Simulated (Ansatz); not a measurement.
Relaxed-ion elastic tensor of TaSi2 in space group P6_422 (No. 181; Ta on 3c, Si on 6i) in GPa (Voigt order), plane-wave PAW r²SCAN (Ansatz code); density 9.10 g/cm³, 14.42 Å³ per atom.

```json
[
 {"": "1", "1": "382", "2": "73.9", "3": "94.1", "4": "0.0", "5": "0.0", "6": "0.0"},
 {"": "2", "1": "73.9", "2": "382", "3": "94.1", "4": "0.0", "5": "0.0", "6": "0.0"},
 {"": "3", "1": "94.1", "2": "94.1", "3": "489", "4": "0.0", "5": "0.0", "6": "0.0"},
 {"": "4", "1": "0.0", "2": "0.0", "3": "0.0", "4": "149", "5": "0.0", "6": "0.0"},
 {"": "5", "1": "0.0", "2": "0.0", "3": "0.0", "4": "0.0", "5": "149", "6": "0.0"},
 {"": "6", "1": "0.0", "2": "0.0", "3": "0.0", "4": "0.0", "5": "0.0", "6": "154"}
]
```

Q: Is the crystal mechanically stable?

A: Yes: the smallest eigenvalue of C is 149 GPa.

Q: Work out the Voigt, Reuss and Hill averages.

A: K_V = 197, K_R = 194, K_H = 196; G_V = 157, G_R = 155, G_H = 156 GPa.

Q: Give Young's modulus, Poisson's ratio, Pugh's ratio and the universal anisotropy index.

A: E = 9KG/(3K + G) = 370 GPa; ν = 0.19; K/G = 1.26 (brittle by the Pugh limit of 1.75); A_U = 5G_V/G_R + K_V/K_R − 6 = 0.05.

Q: Estimate the sound speeds and the Debye temperature.

A: v_l = √((K + 4G/3)/ρ) = 6660 m/s, v_t = √(G/ρ) = 4140 m/s, mean 4560 m/s; Θ = (h/k)(3n/4πV)^(1/3) v_m = 558 K.

Q: How much does each axis shrink under pressure?

A: Linear compressibilities β_i = Σ_j S_ij (j = 1 to 3): x 1.9, y 1.9, z 1.3 per TPa.

The workflow started from a Materials Project entry (that database holds measured and hypothetical structures alike); the Crystallography Open Database files this formula in space group No. 181, but the cells were not matched. Whether it is the stable phase at ambient conditions was not checked. The cell was relaxed with r²SCAN under the symmetry of its start; its stability against distortions is not shown here. No spin polarisation was allowed. As this level gives no gap, shear constants depend on the k-mesh and smearing (Fermi–Dirac, 0.1 eV here). On the denser mesh and wider smearing of the elastic run this cell carries a stress of 0.5 GPa. Scalar-relativistic: spin–orbit coupling is off unless named, which matters more the heavier the elements.

Potentials: the earlier of the program's two PAW sets.
